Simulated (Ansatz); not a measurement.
LaP:
```yaml
crystal:
  lattice:
    - [0.00000, 3.03632, 3.03632]
    - [3.03632, 0.00000, 3.03632]
    - [3.03632, 3.03632, 0.00000]
  atoms:
    - { symbol: P, position: [0.50000, 0.50000, 0.50000] }
    - { symbol: La, position: [0.00000, 0.00000, 0.00000] }
```

Relaxed with r²SCAN. Special points in fractions of this cell's reciprocal vectors: Γ (0.000, 0.000, 0.000); X (0.500, 0.000, 0.500); U (0.625, 0.250, 0.625); K (0.375, 0.375, 0.750); L (0.500, 0.500, 0.500); W (0.500, 0.250, 0.750).

Q: List the band energies nearest the valence-band maximum at these points for r²SCAN (plane waves, PAW; program Ansatz).

A: In eV from the valence-band maximum; about four levels below and three above (degenerate sets whole), none deeper than 8.9 eV; points with the same levels are listed once.

```json
[
 {"k": "Γ", "below": "0.00 0.00 0.00", "above": "1.97 1.97 1.97"},
 {"k": "X", "below": "-1.06 -0.25 -0.25", "above": "0.11 3.21 3.24"},
 {"k": "U", "below": "-8.87 -1.68 -1.13 -1.06", "above": "1.57 3.11 3.13"},
 {"k": "L", "below": "-8.15 -3.12 -1.80 -1.80", "above": "2.77 3.06 3.06"},
 {"k": "W", "below": "-8.84 -1.79 -1.09 -1.09", "above": "2.45 2.45 3.27 3.27"}
]
```

Space group Fm-3m (rock salt). The workflow started from an entry of the Crystallography Open Database (COD). Its standing as an ambient phase is unchecked. The cell was relaxed with r²SCAN under the symmetry of its start; whether a distortion lowers the energy is not shown. Spin–orbit coupling is left out wherever it is not named.

Potentials: the later of the program's two PAW sets.
